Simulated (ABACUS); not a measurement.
Consider a self-consistent single point of Bi2Se3 (R-3m, 5 atoms in the cell; from Materials Project mp-541837, changed as shown).

```xyz
5
Lattice="2.0538 1.1857 9.7767 -2.0538 1.1857 9.7767 0.0000 -2.3715 9.7767" Properties=species:S:1:pos:R:3 pbc="T T T"
Bi     0.0000     0.0000    11.6863
Bi     0.0000     0.0000    17.6438
Se     0.0000     0.0000     0.0000
Se     0.0000     0.0000     6.3270
Se     0.0000     0.0000    23.0031
```

Level of theory: LDA (PW92), numerical atomic orbitals TZDP (confined pseudo-atomic orbitals with Gaussian additions; energy shift 0.01 Ry), PseudoDojo 0.4 standard norm-conserving LDA (tails mended) pseudopotentials run with ABACUS.

ABACUS settings:

| setting | value |
|---|---|
| basis | TZDP numerical atomic orbitals, energy shift 0.01 Ry |
| KPT | Gamma 6 6 6 0 0 0 |
| basis_type | lcao |
| dft_functional | PWLDA |
| ecutwfc | 100 Ry |
| smearing_method | fd |
| smearing_sigma | 0.00146997 Ry |
| potentials | PseudoDojo 0.4 standard norm-conserving LDA (tails mended) |
| symmetry | 1 |
| symmetry_prec | 1e-05 |
| ks_solver | scalapack_gvx |
| scf_nmax | 100 |
| scf_thr | 1.0e-07 |
| mixing_type | broyden |

Results:

- Number of valence electrons = 78
- Number of bands = 49
- Number of k-points after the program's reduction = 32
- Size of the basis = 195
- Number of SCF iterations = 10
- Free energy E − TS = -14338.5080 eV
- Top of the valence band (on the code's own zero) = 8.92 eV
- Gap on the k-point mesh = 0.34 eV
- Pressure = -1.08 GPa
- Largest force (vector length) = 0.325 eV/Å

Forces (eV/Å):
| atom | Fx | Fy | Fz |
|---|---|---|---|
| Bi1 | 0.000 | 0.000 | -0.142 |
| Bi2 | 0.000 | 0.000 | 0.142 |
| Se3 | 0.000 | 0.000 | 0.000 |
| Se4 | 0.000 | 0.000 | -0.325 |
| Se5 | 0.000 | 0.000 | 0.325 |

Stress (GPa, positive for compression):
```
-0.90   0.00   0.00
 0.00  -0.90   0.00
 0.00   0.00  -1.44
```

Gaps are taken between levels on the mesh.

For comparison: a first run was changed to give this one (lattice scaled by 0.98), and from it to this one the free energy drops by 32.9 meV/atom, the pressure goes from -4.63 to -1.08 GPa, the largest force goes from 0.165 to 0.325 eV/Å and the gap on the mesh hardly changes (0.349 to 0.340 eV).

Spin-orbit coupling is left out, which matters for bands and gaps with elements this heavy. The atom-centred basis is finite, which shifts total energies, pressures, gaps and forces against plane waves. The structure comes from a collection of computed structures, made at another level of theory; the collection holds predicted forms beside known ones.

Cost on one core: around 3 core-minutes (rough).

The atomic orbitals were generated for these runs; they are not ABACUS's published sets and were checked against plane waves on a few crystals only.

“Tails mended”: in these copies of the files the far tail of each local potential was reset to the Coulomb form.
